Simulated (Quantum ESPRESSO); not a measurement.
**Band energies of SrCaI4**

```
CELL_PARAMETERS angstrom
      6.90861     0.00000     0.00353
      0.00000     4.56832     0.00000
     -0.02640     0.00000     7.94703
ATOMIC_POSITIONS crystal
  Ca 0.00000 0.50000 0.50000
  Sr 0.00000 0.00000 0.00000
  I  0.25531 0.00000 0.34541
  I  0.74469 0.00000 0.65459
  I  0.26464 0.50000 0.82096
  I  0.73536 0.50000 0.17904
```

PBEsol (Quantum ESPRESSO, PseudoDojo norm-conserving, 70 Ry, scalar-relativistic); path ΓYHCEM1AXH1,MDZ,YD; energies in eV from the valence-band maximum.

```
k (1/Å)  point  band 20  band 21  band 22  band 23  band 24  band 25  band 26  band 27
-------  -----  -------  -------  -------  -------  -------  -------  -------  -------
0.00         Γ    -1.09    -0.91    -0.31    -0.30     0.00     3.38     3.92     4.46
0.00         Y    -1.07    -0.62    -0.58    -0.47    -0.33     3.78     3.89     4.64
0.23              -0.98    -0.79    -0.54    -0.54    -0.34     3.76     3.98     4.75
0.45         H    -0.81    -0.74    -0.74    -0.63    -0.60     3.85     3.95     4.77
0.45         C    -0.81    -0.74    -0.74    -0.63    -0.60     3.85     3.95     4.77
0.68              -0.97    -0.90    -0.80    -0.64    -0.59     4.17     4.18     4.47
0.91              -0.94    -0.87    -0.77    -0.73    -0.59     3.79     3.83     4.86
1.14         E    -0.91    -0.87    -0.79    -0.65    -0.58     3.58     3.70     5.01
1.14        M1    -0.91    -0.87    -0.79    -0.65    -0.58     3.58     3.70     5.01
1.54         A    -1.20    -0.80    -0.77    -0.76    -0.69     4.29     4.37     4.49
1.71              -1.03    -0.86    -0.77    -0.75    -0.65     4.20     4.41     4.73
2.05              -0.82    -0.82    -0.67    -0.61    -0.53     3.85     4.31     4.35
2.22         X    -0.94    -0.83    -0.64    -0.47    -0.47     3.61     4.28     4.39
2.62        H1    -0.81    -0.74    -0.74    -0.63    -0.60     3.85     3.95     4.77
2.62         M    -0.91    -0.87    -0.79    -0.65    -0.58     3.58     3.70     5.01
2.84              -1.14    -0.89    -0.85    -0.81    -0.69     3.44     3.58     4.91
3.07         D    -1.12    -1.06    -1.00    -0.93    -0.88     3.33     3.49     5.05
3.27              -1.24    -1.17    -0.96    -0.91    -0.81     3.68     3.82     4.99
3.47         Z    -1.31    -1.23    -0.95    -0.90    -0.70     4.24     4.50     4.51
3.47         Y    -1.07    -0.62    -0.58    -0.47    -0.33     3.78     3.89     4.64
3.74              -1.16    -0.82    -0.79    -0.54    -0.43     4.12     4.16     4.37
3.88              -1.13    -0.91    -0.85    -0.75    -0.60     3.73     3.82     4.75
4.15         D    -1.12    -1.06    -1.00    -0.93    -0.88     3.33     3.49     5.05
```

The PBEsol gap is indirect, 3.33 eV, from Γ to D; the smallest direct gap is 3.38 eV.

Without spin-orbit coupling, band edges of such heavy elements can be off by tenths of an eV.

Geometry relaxed with PBE+D3(BJ).

The structure is a Materials Project entry; no match was found in the copy of COD used, and its stability was not checked.
